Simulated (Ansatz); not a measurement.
Method: Ansatz, DFT PBE, scalar-relativistic, plane waves, PAW. Settings: cutoff 420 eV, Γ-centred meshes spaced at most about 0.3 Å⁻¹, and about 0.25 Å⁻¹ or finer for metals (2π included), Gaussian smearing. No spin polarisation in the final relaxations.

Temperature and zero-point effects are left out. All come from trial cells, and lower structures may exist.

Question: Order these relaxed structures of AlSi5 by energy, lowest first, with the energy over the lowest of them.
A. Space group P6/mmm (No. 191), hexagonal, a = 4.895 Å, c = 4.718 Å. Al has 6 Si at 2.83 Å and 12 Si at 3.40 Å; Si on a site of symmetry -6m2 is surrounded by 9 Si at 2.75–2.83 Å and 3 Al at 2.83 Å; around Si on a site of symmetry mmm lie 4 Si at 2.45 Å and 4 Si at 2.75 Å.
B. Space group Pmma (No. 51), orthorhombic, a = 4.810 Å, b = 4.934 Å, c = 8.018 Å. Al has 6 Si at 2.52–2.71 Å and 2 Si at 2.92 Å; Si on its first site has 3 Si at 2.52–2.63 Å, 3 Al at 2.60–2.67 Å and 2 Si at 2.94 Å; around Si on its second site lie 5 Si at 2.51–2.63 Å, 1 Al at 2.71 Å and 2 Al at 2.92 Å; Si on its third site is surrounded by 4 Si at 2.51–2.52 Å and 2 Si at 2.67–2.70 Å; 2 more sites not described.

Answer: B (0 meV/atom), A (242 meV/atom). Forms: B Pmma; A P6/mmm. Counting Si atoms around Al (those within 1.25 times the shortest such distance or 1.15 times the sum of covalent radii; a plus sign parts nearer from farther groups; the shortest distance is added where it is long for a bond): B has Al 8; A has Al 6+12 from 2.8 Å. B holds Si–Si bonds in all directions (shortest 2.50 Å); A holds Si–Si nets (shortest 2.45 Å). Even the lowest lies +0.28 eV/atom against the elements.

A magnetic state wasn't ruled out in cells without spin, among them P6/mmm. Cells relaxed within their symmetry can be saddle points. The Pmma cell of AlSi5 came from shaking the P6/mmm one. Some structure types and database cells were kept out of the candidates from the start, so a known form may be missing.
